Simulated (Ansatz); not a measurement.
A plane-wave DFT run in Ansatz 0.2.0 (scalar-relativistic PAW potentials unless the input names others): input and command.

```yaml
crystal:
  lattice:
    - [1.5810055093, -4.2285523598, 0.0]
    - [1.5810055093, 4.2285523598, 0.0]
    - [0.0, 0.0, 3.0947828588]
  atoms:
    - { symbol: B, position: [0.5614151882, 0.4385848118, 0.25] }
    - { symbol: B, position: [0.4385848118, 0.5614151882, 0.75] }
    - { symbol: W, position: [0.8554187263, 0.1445812737, 0.25] }
    - { symbol: W, position: [0.1445812737, 0.8554187263, 0.75] }
kpoints:
  mp_grid: { grid: [14, 14, 14] }
hamiltonian:
  xc: r2scan
scf:
  occupations: { method: gaussian, width: 0.1 }
output:
  forces: true
  eigenvalues: true
  stress: true
accuracy: medium
```

```bash
ansatz run input.yaml --threads 1 --pin off --max-ram 2560MiB --backend cpu --events-out ev --progress --plain --runs-dir out
```

Abridged log:
```
Basis set: ecut = 500 eV, 1037 PW (Γ), exchange–correlation on 144×144×96 points (64 copies of the dense FFT grid, shifted against one another)
Bands: 21, of which v1, the nominal top of the filled ones, is band 17 counted from 1 (16 counted from 0)
Symmetry: 8 space group operations
k-points: 456 of 2744
SCF iter   1: F=—  HF=-21109.097428 eV  |F-HF|=—  |Δ(HF+E_count)|=         —  Δρ=1.11e-2  dr2=6.46e-2  dr2_τ=3.43e-1  ethr=1.77e-3  ⟨swp⟩=5.3  Hψ=45903  notcnv=0
SCF iter   2: F=—  HF=-21109.167407 eV  |F-HF|=—  |Δ(HF+E_count)|=   7.00e-2  Δρ=5.91e-3  dr2=1.35e-2  dr2_τ=4.98e-4  ethr=1.90e-4  ⟨swp⟩=2.0  Hψ=18963  notcnv=0  defer=109
SCF iter   3: F=—  HF=-21109.166587 eV  |F-HF|=—  |Δ(HF+E_count)|=   8.19e-4  Δρ=9.30e-4  dr2=1.89e-4  dr2_τ=4.77e-5  ethr=3.97e-5  ⟨swp⟩=2.0  Hψ=13549  notcnv=0  defer=109
SCF iter   4: F=—  HF=-21109.166648 eV  |F-HF|=—  |Δ(HF+E_count)|=   6.09e-5  Δρ=2.51e-4  dr2=1.53e-5  dr2_τ=1.35e-6  ethr=5.57e-7  ⟨swp⟩=2.8  Hψ=17539  notcnv=0  defer=109
SCF iter   5: F=—  HF=-21109.166655 eV  |F-HF|=—  |Δ(HF+E_count)|=   6.52e-6  Δρ=5.51e-5  dr2=7.38e-7  dr2_τ=8.01e-8  ethr=4.50e-8  ⟨swp⟩=2.9  Hψ=16811  notcnv=0  defer=109
SCF iter   6: F=-21109.166655 eV  HF=-21109.166655 eV  |F-HF|=2.27e-9  |Δ(HF+E_count)|=   2.43e-7  Δρ=4.89e-6  dr2=6.23e-9  dr2_τ=7.85e-9  ethr=2.94e-10  ⟨swp⟩=7.5  Hψ=46395  notcnv=0
SCF 1 converged in 6 iterations: F = -21109.166655 eV  dr2 = 6.23e-9
SCF converged after 6 iterations
Free energy (F): -21109.166655 eV
Harris-Foulkes:  -21109.166655 eV  (|F-HF|=2.27e-9)
Internal energy: -21109.158604 eV  (E = F + TS)
E sigma→0 (E₀):  -21109.162629 eV
Entropy (-TS):   -0.008051 eV (-2.013 meV/atom)
Fermi energy:    21.799453 eV
--- Forces (eV/Å), atoms counted from 1 ---
  atom   1  B      0.00000000     0.00050941     0.00000000
  atom   2  B      0.00000000    -0.00050941     0.00000000
  atom   3  W      0.00000000     0.00019820     0.00000000
  atom   4  W      0.00000000    -0.00019820     0.00000000
--- Stress (GPa, compression-positive) ---
       -0.010607       0.000000       0.000000
        0.000000      -0.001263       0.000000
        0.000000       0.000000       0.003935
  P = ⅓ Tr σ = -0.0026 GPa (-0.026 kbar)
```

Apart from outputs, empty bands and the relaxation, which only the reference makes, the input differs from a reference run on usual settings in accuracy: not typed → "medium"; basis.ecutwfc: 500 → not typed. The reference, at the same geometry, ended its own course with pressure 0.00 GPa, largest force 0.001 eV/Å, no gap on the mesh. This run converged in 6 SCF iterations with an energy at zero smearing within 0.01 meV/atom of the reference's, pressure 0.00 GPa, largest force 0.001 eV/Å, no gap on the mesh.

It took 49 s on 1 thread of Arm Neoverse V1, on a shared host, peak memory 0.75 GiB.